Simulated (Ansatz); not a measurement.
Tl2InGaF6:
```yaml
crystal:
  lattice:
    - [0.00000, 4.42840, 4.42840]
    - [4.42840, 0.00000, 4.42840]
    - [4.42840, 4.42840, 0.00000]
  atoms:
    - { symbol: Tl, position: [0.25000, 0.25000, 0.25000] }
    - { symbol: Tl, position: [0.75000, 0.75000, 0.75000] }
    - { symbol: In, position: [0.00000, 0.00000, 0.00000] }
    - { symbol: Ga, position: [0.50000, 0.50000, 0.50000] }
    - { symbol: F, position: [0.28625, 0.71375, 0.71375] }
    - { symbol: F, position: [0.71375, 0.28625, 0.28625] }
    - { symbol: F, position: [0.71375, 0.28625, 0.71375] }
    - { symbol: F, position: [0.28625, 0.71375, 0.28625] }
    - { symbol: F, position: [0.71375, 0.71375, 0.28625] }
    - { symbol: F, position: [0.28625, 0.28625, 0.71375] }
```

DFT-r²SCAN+D4 in the program Ansatz with PAW potentials gives a gap of 2.37 eV without spin–orbit coupling, maximum at W, minimum at W.

Problem. What happens when spin–orbit coupling is switched on?

Solution. The gap decreases by 0.22 eV, to 2.15 eV; maximum at W, minimum at W.

Problem. Give the electron effective mass with spin–orbit coupling.

Solution. 0.61, 0.64, 0.64 mₑ (principal values).

Problem. Give the hole effective mass with spin–orbit coupling.

Solution. 2.4, 2.4, 2.6 mₑ (principal values).

Space group Fm-3m. The first step of the workflow began from a Materials Project structure, measured or hypothetical; the Crystallography Open Database copy checked does not list it. Whether it is the stable phase at ambient conditions was not checked. Symmetry was held in the r²SCAN+D4 relaxation; its stability against distortions is not shown here.

Potentials: the later of the program's two PAW sets.
